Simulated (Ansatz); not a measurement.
TiN (rock salt)

```cif
data_NTi
_chemical_formula_sum 'N1 Ti1'
_space_group_name_H-M_alt 'P 1'
_space_group_IT_number 1
_cell_length_a 3.00290
_cell_length_b 3.00290
_cell_length_c 3.00290
_cell_angle_alpha 60.000
_cell_angle_beta 60.000
_cell_angle_gamma 60.000
loop_
_space_group_symop_operation_xyz
  'x, y, z'
loop_
_atom_site_label
_atom_site_type_symbol
_atom_site_fract_x
_atom_site_fract_y
_atom_site_fract_z
_atom_site_occupancy
N1 N 0.00000 0.00000 0.00000 1
Ti1 Ti 0.50000 0.50000 0.50000 1
```

This relaxed cell (volume V₀) is scaled evenly in all directions, its shape held. Symmetry pins the atoms to their sites.

Level of theory: PBE (plane waves to 420 eV, PAW, scalar-relativistic; Ansatz, a program for electronic structure). k mesh 19×19×19 (Γ-centred), Fermi-Dirac smearing 0.05 eV. The energy includes the smearing's −TS. The PAW data are Ansatz's earlier set. TiN is run without spin polarisation. TiN was relaxed with its symmetry unable to fall. The zero of ΔE is the relaxed starting cell. The last digit holds for this mesh only.

```
V (Å³/atom)  ΔE (meV/atom)
-----------  -------------
8.042                286.9
8.297                188.7
8.552                114.6
8.808                 61.3
9.063                 25.9
9.318                  6.2
9.574                  0.0
9.829                  5.6
10.084                21.4
10.339                46.2
10.595                78.6
10.850               117.8
11.105               162.7
```

Task: What is the fitted pressure derivative B₀′?

Result: 4.3.

Task: What bulk modulus B₀ follows from a third-order Birch-Murnaghan fit?

Result: 276 GPa. Check by three points about V = 9.574 Å³/atom, step 0.511: d²E/dV² ≈ (26 − 2·0 + 21) meV / 0.511² = 0.180 eV/Å⁶, and V·d²E/dV² × 160.2 = 277 GPa.

(A scan under strain: stresses follow from slopes of the energy per volume, elastic moduli from its curvatures.)
